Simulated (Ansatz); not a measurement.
This cell of Si (diamond) is off equilibrium:

```
CELL_PARAMETERS angstrom
      0.00000     5.44406     5.44406
      2.72203     2.72203     5.44406
      2.72203     2.72203     0.00000
ATOMIC_POSITIONS crystal
  Si 0.00000 0.50000 0.50000
  Si 0.50000 0.50000 0.50000
  Si 0.00000 0.76531 0.73469
  Si 0.50000 0.73469 0.76531
```

The numbers are results of r2SCAN (plane waves to 500 eV, PAW, scalar-relativistic; Ansatz, an electronic-structure program), not measurements. k mesh 10×10×10 (Γ-centred), Fermi-Dirac smearing 0.05 eV. Stress and pressure are positive under compression. Si was relaxed with its symmetry unable to fall. The PAW data are Ansatz's earlier set.

**Question.** Predict the force on every atom, in eV/Å.

**Answer.** 
| atom | Fx | Fy | Fz |
|---|---|---|---|
| Si1 | 0.000 | 0.000 | 0.000 |
| Si2 | 0.000 | 0.000 | 0.000 |
| Si3 | 0.000 | 0.000 | -1.483 |
| Si4 | 0.000 | 0.000 | 1.483 |

**Question.** What is the stress tensor (GPa)?

**Answer.** 
```
   0.54     0.00     0.00
   0.00     0.54     0.00
   0.00     0.00    -0.13
```
The pressure, a third of the trace, is 0.32 GPa.

(For displaced atoms, the force is minus the slope of the energy, and its curvature is a force constant, which sets phonon frequencies.)
